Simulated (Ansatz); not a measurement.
**Bi₂W, one cell by several methods**

```
W Bi
1.0
     0.00000    3.44447    3.44447
     3.44447    0.00000    3.44447
     3.44447    3.44447    0.00000
W Bi
1 2
Cartesian
  0.0000 0.0000 0.0000
  1.7222 1.7222 1.7222
  5.1667 5.1667 5.1667
```

Atom numbers follow the list: W1, Bi2, Bi3.

The cell was built from the fluorite type and relaxed in the same program, and has space group Fm-3m; it needn't be a known or the stable phase.

Spin–orbit coupling is left out, though it moves levels of the heavy atoms by tenths of an eV or more.

Levels of theory: DFT, PBE, PAW with Ansatz's default frozen-core files, scalar-relativistic (Ansatz 0.2.0); DFT, PBE, all-electron PAW with datasets made for the crystal, scalar-relativistic (Ansatz 0.2.0); DFT, PBE, all-electron LAPW, scalar-relativistic (Ansatz 0.2.0).

For PAW: a Γ-centred 10×10×10 k mesh, Fermi–Dirac smearing of 0.08 eV, cutoff 420 eV, no spin polarisation. The crystal-made all-electron datasets (AE datasets) take a cutoff of 420 eV at this cell. LAPW targets a basis error of 1 meV/atom. The Ansatz runs share mesh, smearing and spin set-up. Plane-wave (PAW) pressures include the program's estimate of the Pulay term.

Stress and pressure are positive in compression.

Levels count from the Fermi level.

```csv
quantity,PAW,AE datasets,LAPW
pressure (GPa),-0.02,0.01,0.01
highest filled level at X (eV),-0.043,-0.044,-0.044
lowest empty level at X (eV),1.521,1.520,1.520
highest filled level at K (eV),-0.064,-0.064,-0.064
lowest empty level at K (eV),0.182,0.182,0.182
highest filled level at L (eV),-0.153,-0.153,-0.153
lowest empty level at L (eV),1.564,1.564,1.564
```

PAW's pressure differs from the LAPW value by -0.03 GPa.
